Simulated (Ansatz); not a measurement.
### Question
Pd (diamond, Fd-3m) is relaxed with the program Ansatz at the PBEsol level (PAW). What lattice parameters of the conventional cell result?

### Answer
a = 5.685 Å.

The start of the workflow was typed in or built on a structure type; neither database checked (COD, Materials Project) lists it. It is not the phase usual at ambient conditions (space group No. 225). The cell was relaxed with PBEsol under the symmetry of its start. At this level the phase is mechanically unstable. The run is not spin-polarised.

Potentials: the later of the program's two PAW sets.
